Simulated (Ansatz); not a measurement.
ZnS (zinc blende)

```xyz
2
Lattice="0.0000 2.6783 2.6783 2.6783 0.0000 2.6783 2.6783 2.6783 0.0000" Properties=species:S:1:pos:R:3 pbc="T T T"
S      4.0175     4.0175     4.0175
Zn     0.0000     0.0000     0.0000
```

In each cell atom 2 (Zn, nearest neighbour S at 2.320 Å; its periodic images, 3.8 Å or more away, move with it) moves by s·(0.707, 0.707, 0.000) (along Cartesian [110]), the rest being held.

Computed with PBEsol (plane waves to 420 eV, PAW, scalar-relativistic; Ansatz, a quantum-chemistry and plane-wave program). k mesh 9×9×9 (Γ-centred), Fermi-Dirac smearing 0.05 eV. Energies are smeared free energies. ZnS was relaxed with its symmetry unable to fall. ΔE is measured from the undisplaced structure.

Successive frames, forces in eV/Å:

```tsv
frame	ΔE (meV/cell)	F on S1	F on Zn2
s = -0.460 Å	765	(-2.694, -2.694, -2.971)	(2.694, 2.694, 2.971)
s = -0.368 Å	464	(-1.961, -1.961, -1.819)	(1.961, 1.961, 1.819)
s = -0.276 Å	249	(-1.354, -1.354, -0.987)	(1.354, 1.354, 0.987)
s = -0.184 Å	107	(-0.846, -0.846, -0.428)	(0.846, 0.846, 0.428)
```

Problem. What are the energy and the forces in the next frame, s = -0.092 Å?

Solution. ΔE (meV/cell) = 26.

```tsv
atom	Fx	Fy	Fz
S1	-0.406	-0.406	-0.105
Zn2	0.406	0.406	0.105
```

(A displaced cell: forces are minus the slopes of the energy, force constants its curvatures, and phonons follow from these.)
